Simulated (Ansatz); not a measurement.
WC (WC type, space group P-6m2)

```
CELL_PARAMETERS angstrom
      2.89847     0.00000     0.00000
     -1.44924     2.51015     0.00000
      0.00000     0.00000     2.82774
ATOMIC_POSITIONS crystal
  W  0.00000 0.00000 0.00000
  C  0.66667 0.33333 0.50000
```

The slice is a (-1 1 0 0) plane (indices of the conventional cell) through the point (0.667, 0.333, 0.500) (fractional), spanned by u = [001] and v = [110] in vectors of this cell: u (2.83 Å) and v (2.90 Å, at 90° to u). It covers one period; positions are fractions (u, v).

These are PBEsol (plane waves to 420 eV, PAW, scalar-relativistic; Ansatz, an electronic-structure program) values and carry that method's errors. k mesh 18×18×16. Near the nuclei the fields are pseudised (PAW); where an atom keeps semicore shells as valence, they peak there. Spin-orbit coupling is left out, though W is heavy. WC is run without spin polarisation. WC was relaxed with its symmetry unable to fall.

Question: Predict the map of the electrostatic potential energy of an electron, from the cell's mean on the slice.

Answer: 
| v \ u | 0.00 | 0.15 | 0.30 | 0.45 | 0.60 | 0.75 | 0.90 |
|---|---|---|---|---|---|---|---|
| 0.90 | x | x | x | 11.1 | 11.0 | x | x |
| 0.80 | x | x | 8.9 | 7.3 | 7.9 | 8.3 | x |
| 0.70 | x | 9.7 | 6.0 | <5.0 | <5.0 | 7.9 | 9.8 |
| 0.60 | 13.0 | 10.4 | <5.0 | x | <5.0 | 5.2 | 11.9 |
| 0.50 | 13.4 | 10.0 | <5.0 | x | x | <5.0 | 11.9 |
| 0.40 | 13.0 | 10.4 | <5.0 | x | <5.0 | 5.2 | 11.9 |
| 0.30 | x | 9.7 | 6.0 | <5.0 | <5.0 | 7.9 | 9.8 |
| 0.20 | x | x | 8.9 | 7.3 | 7.9 | 8.3 | x |
| 0.10 | x | x | x | 11.1 | 11.0 | x | x |
| 0.00 | x | x | x | 12.2 | 11.9 | x | x |

Values: electrostatic potential energy of an electron, from the cell's mean, in eV. Points within 0.9 Å of a nucleus are blanked (x), as the pseudised field means little there. Values under 5 eV are set to 5. The zero, the cell's mean, hangs on the PAW cores.
